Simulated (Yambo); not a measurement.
Yambo run on RbCdF3 (cubic perovskite, space group Pm-3m, No. 221). The wavefunctions are PBEsol (pw.x of Quantum ESPRESSO, ONCV potentials, with spin-orbit coupling) ones on a 2×2×2 mesh (50 occupied bands); a = b = c = 4.425 Å, α = β = γ = 90.00°.

Yambo input:

```
rim_cut
HF_and_locXC
RandQpts= 1000000
RandGvec= 1 Ry
EXXRLvcs= 102 Ry
VXCRLvcs= 408 Ry
% QPkrange
 1 | 1 | 48 | 52 |
 2 | 2 | 50 | 51 |
 3 | 3 | 50 | 51 |
 4 | 4 | 50 | 51 |
%
```

k points by index: 1 = Γ, 2 = X, 3 = M, 4 = R.

Table of the .hf output:

```
#    K-point    Band    Eo [eV]    Ehf [eV]    Vxc [eV]    Vnlxc [eV]
#
    1    48    -1.508031    -9.159619    -21.85939    -29.51098
    1    49    -1.508031    -9.159995    -21.85939    -29.51135
    1    50    -1.508031    -9.160174    -21.85939    -29.51153
    1    51    3.068531    7.885508    -11.97504    -7.158066
    1    52    3.068531    7.885508    -11.97504    -7.158066
    2    50    -1.398718    -9.242923    -22.27980    -30.12401
    2    51    5.606379    10.56002    -15.90913    -10.95549
    3    50    -0.002179    -6.651774    -25.56291    -32.21250
    3    51    6.723074    11.91248    -16.12402    -10.93461
    4    50    0.000000    -6.670640    -25.56622    -32.23686
    4    51    7.411970    12.34432    -9.918127    -4.985780
```
Exchange alone, without screening.

Geometry of the Materials Project entry, not relaxed at this level.

The structure is a Materials Project entry; no match was found in the copy of COD used, and its stability was not checked.
